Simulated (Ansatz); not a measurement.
Method: PBE, no spin polarisation; PAW, plane waves to 420 eV, 8×8×8 Γ-centred mesh, fermi-dirac occupations (width 0.1 eV) (Ansatz 0.2.0), atoms fixed.

Computed maps in the lattice plane spanned by b (left to right, 4.20 Å, 13 points from zero) and c (bottom to top, 4.20 Å, 13 points from zero), 90° apart, at height 0.500 along a. The fields are smooth PAW ones with compensation charges, not the true ones near nuclei.

Valence density. Digits on a logarithmic scale: 0 up to 0.03 e/Å³, each further digit a factor of 1.6, 9 from 1.3 e/Å³ up:
```
3334799997433
3344689986443
5445667766544
8766678876667
9986799997689
9997899998799
9997899998799
9986799997689
8766678876667
5445667766544
3344689986443
3334799997433
2335899998533
```

ELF. Ten even steps from '0' (0.11) to '9' (0.88):
```
0000158851000
0022014410220
0024321123420
1103212212301
7512136631215
9841269962148
9841269962148
7512136631215
1103212212301
0024321123420
0022014410220
0000158851000
0000179971000
```

The cell is Mn4S. Which atoms lie within 0.2 Å of this plane, and where (fractions of b and c)?

Mn at (0.50, 0.50), Mn at (0.00, 0.50), Mn at (0.50, 0.00). The whole cell:
```
CELL_PARAMETERS angstrom
4.20264 0.00000 0.00000
0.00000 4.20264 0.00000
0.00000 0.00000 4.20264
ATOMIC_POSITIONS crystal
S 0.00000 0.00000 0.00000
Mn 0.50000 0.50000 0.50000
Mn 0.00000 0.50000 0.50000
Mn 0.50000 0.00000 0.50000
Mn 0.50000 0.50000 0.00000
```

Origin: a known structure type with other elements, at an estimated volume, so it need not be a known compound. Caveats: no spin polarisation, so a magnetic state may lie lower.
